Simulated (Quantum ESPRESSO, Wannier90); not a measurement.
Ge (P6₃/mmc, model phase), plane waves to Wannier functions

```
begin unit_cell_cart
ang
    3.9975897861    0.0000000000    0.0000000000
   -1.9987948931    3.4620143087    0.0000000000
    0.0000000000    0.0000000000    6.5993800000
end unit_cell_cart
begin atoms_frac
Ge  -0.3333333333  0.3333333333  0.0629000000
Ge   0.3333333333 -0.3333333333 -0.0629000000
Ge   0.3333333333 -0.3333333333 -0.4371000000
Ge  -0.3333333333  0.3333333333  0.4371000000
end atoms_frac
```

Materials Project entry mp-1007760; symmetrised, unrelaxed at this level. This isn't the element's usual structure (diamond); take it as a model of another phase. Computed values, not measurements, from PBEsol: Quantum ESPRESSO (norm-conserving PseudoDojo potentials, cutoff 63 Ry, spinors with spin-orbit coupling) on a Γ-centred 6×6×4 mesh, then Wannier90. Density: 12×12×6 mesh, cold smearing 0.01 Ry.

A tight-binding model is made by disentanglement and projection with no localisation steps (num_iter = 0), so the 32 orbitals stay atom-like: hydrogen-like Ge: s;p, axes along x, y, z; frozen window up to 1.50 eV relative to the Fermi level. It follows pw.x to 8.4 meV rms for states up to 1.0 eV relative to the Fermi level. Matrix elements depend on this choice of orbitals and windows.

Problem. What are the on-site energies relative to the Fermi level, and how fast do the hoppings decay?

Solution. 
| atom | orbitals | energy (eV) |
|---|---|---|
| Ge1 | s↑ s↓ | -6.00 |
| Ge1 | pz↑ pz↓ | 1.27 |
| Ge1 | px↑ px↓ py↑ py↓ | 1.25 |
| Ge2 | s↑ s↓ | -6.00 |
| Ge2 | pz↑ pz↓ | 1.27 |
| Ge2 | px↑ px↓ py↑ py↓ | 1.25 |
| Ge3 | s↑ s↓ | -6.00 |
| Ge3 | pz↑ pz↓ | 1.27 |
| Ge3 | px↑ px↓ py↑ py↓ | 1.25 |
| Ge4 | s↑ s↓ | -6.00 |
| Ge4 | pz↑ pz↓ | 1.27 |
| Ge4 | px↑ px↓ py↑ py↓ | 1.25 |

```tsv
distance of the centres (Å)	largest modulus (eV)
2–3	2.8
3–4	0.70
4–5	0.25
5–6	0.15
6–7	0.20
7–8	0.034
8–9	0.041
9–10	0.057
```
